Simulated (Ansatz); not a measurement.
Relaxation of a generated cell, P placed in the AFLOW prototype A_cI16_206_c (as in Si); 8 atoms in the cell, which starts as Ia-3 (No. 206), cI16; a = 6.200 Å, b = 6.200 Å, c = 6.200 Å, α = 90.00°, β = 90.00°, γ = 90.00°. Level of theory: PBEsol (plane waves to 420 eV, PAW, scalar-relativistic; Ansatz, a first-principles code). Γ-centred k-mesh 5×5×5 on the run's cell (coarser than for final values), Fermi–Dirac smearing 0.05 eV. This is the first round of the run. 

The optimiser's lines from the output (shortened; P is positive under compression):

```
relax step   1: F+E_penalty+E_count = -5916.50169559 eV  Δ(F+E_penalty+E_count) = +0.000e0 eV  max|allowed force component| = 4.645e-1 eV/Å  Δτ_max = 0.0000 Å  P = +14.350 GPa  Ω = 119.136 Å³  (6 SCF iters, dr2 threshold 1.00e-7 eV, accepted)
relax step   2: F+E_penalty+E_count = -5917.05946902 eV  Δ(F+E_penalty+E_count) = -5.578e-1 eV  max|allowed force component| = 2.238e-1 eV/Å  Δτ_max = 0.0061 Å  P = +7.214 GPa  Ω = 127.182 Å³  (6 SCF iters, dr2 threshold 8.00e-7 eV, accepted)
relax step   3: F+E_penalty+E_count = -5917.30067693 eV  Δ(F+E_penalty+E_count) = -2.412e-1 eV  max|allowed force component| = 4.170e-2 eV/Å  Δτ_max = 0.0043 Å  P = +1.080 GPa  Ω = 136.626 Å³  (6 SCF iters, dr2 threshold 8.00e-7 eV, accepted)
relax step   4: F+E_penalty+E_count = -5917.30712597 eV  Δ(F+E_penalty+E_count) = -6.449e-3 eV  max|allowed force component| = 5.635e-3 eV/Å  Δτ_max = 0.0020 Å  P = -0.085 GPa  Ω = 138.679 Å³  (4 SCF iters, dr2 threshold 8.00e-7 eV, accepted)
relax step   5: F+E_penalty+E_count = -5917.30740870 eV  Δ(F+E_penalty+E_count) = -2.827e-4 eV  max|allowed force component| = 2.180e-3 eV/Å  Δτ_max = 0.0022 Å  P = -0.005 GPa  Ω = 138.388 Å³  (4 SCF iters, dr2 threshold 1.79e-8 eV, accepted)
relax step   6: F+E_penalty+E_count = -5917.32157626 eV  Δ(F+E_penalty+E_count) = -1.417e-2 eV  max|allowed force component| = 1.811e-3 eV/Å  Δτ_max = 0.0000 Å  P = +0.173 GPa  Ω = 138.388 Å³  stress off target by 1.73e-1 GPa  SCF on the basis re-selected at this cell (its energy is not comparable with the rows above)  (5 SCF iters)
relax step   7: F+E_penalty+E_count = -5917.32169870 eV  Δ(F+E_penalty+E_count) = -1.224e-4 eV  max|allowed force component| = 5.446e-5 eV/Å  Δτ_max = 0.0011 Å  P = +0.009 GPa  Ω = 138.779 Å³  (3 SCF iters, dr2 threshold 7.46e-8 eV, accepted)
relax step   8: F+E_penalty+E_count = -5917.32184026 eV  Δ(F+E_penalty+E_count) = -1.416e-4 eV  max|allowed force component| = 5.864e-5 eV/Å  Δτ_max = 0.0000 Å  P = +0.009 GPa  Ω = 138.779 Å³  stress off target by 9.42e-3 GPa  SCF on the basis re-selected at this cell (its energy is not comparable with the rows above)  (4 SCF iters)
```

From the first to the last row the energy changes by -0.10 eV/atom and the volume by +16.5 %. The last row is marked as not comparable with the walk above it, whose basis was carried along; it does compare with step 1, since both stand on a basis selected at the nominal cutoff for their own cell.

Later rounds, restarted from the end of this one on a renewed k-mesh, logged 6 more steps and released under 0.01 eV/atom more. The final structure after all rounds: Ia-3 (No. 206), cI16, AFLOW prototype A_cI16_206_c (as in Si); a = b = c = 6.5049 Å, α = β = γ = 90.00°. Between re-selections the logged energies stand on a plane-wave basis carried along with the cell. No spin polarisation in the result.

The run could not lower the symmetry of its start; a shaken copy of this end point relaxes with PBEsol to P1 (No. 1), 0.26 eV/atom lower.

The relaxed structure here is a generated cell of P: the first start was made by placing the elements on the sites of a structure type, and the end was not matched to a known phase here, so it may be hypothetical. Known forms of P include space group No. 64.
